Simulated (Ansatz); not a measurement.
Sc$_{3}$Al: do energies and stresses tell the same story?

Level of theory: Ansatz 0.2.0, DFT PBEsol, scalar-relativistic, plane waves, PAW.

Plane waves to 420 eV, a k mesh through Γ of 10×10×10 on the computed 4-atom cell and Gaussian smearing (0.10 eV); no spin polarisation.

Relaxed cell: Pm-3m, a = 4.375 Å, b = 4.375 Å, c = 4.375 Å, α = 90.00°, β = 90.00°, γ = 90.00°, 4 atoms in the primitive cell. Whether it is the stable form of this composition wasn't checked.

Energies at zero smearing and pressures from the stress tensor, at volumes with shape and atoms relaxed:
```csv
V (Å³/atom),E − E(first) (meV/atom),P (GPa)
18.420,0.00,10.78
19.048,-35.59,7.51
19.676,-59.22,4.66
20.304,-72.41,2.17
20.932,-76.48,0.00
21.560,-72.57,-1.90
22.188,-61.68,-3.56
23.025,-37.81,-5.45
```

Problem. Check P = −dE/dV between neighbouring volumes, and get the bulk modulus from the pressures alone.

Solution. With 1 eV/Å³ = 160.2 GPa:
```tsv
middle V (Å³/atom)	−ΔE/ΔV (GPa)	mean P (GPa)
18.734	9.081	9.145
19.362	6.028	6.083
19.990	3.365	3.413
20.618	1.039	1.082
21.246	-0.997	-0.955
21.874	-2.778	-2.734
22.607	-4.568	-4.506
```

The two differ by 0.06 GPa at most. The mean of two end pressures misses the average over a step by about ΔV² P″/12, up to 0.04 GPa here; with that taken off 0.03 GPa remains. The stress is the derivative of the free energy, not of the energy at zero smearing, and with free energies 0.00 GPa remains. Around V = 20.932 Å³/atom, the two neighbours give B = −V ΔP/ΔV = 20.932 × 4.07 / 1.256 = 67.9 GPa, against B0 = 67.8 GPa from the Birch–Murnaghan fit of the energies.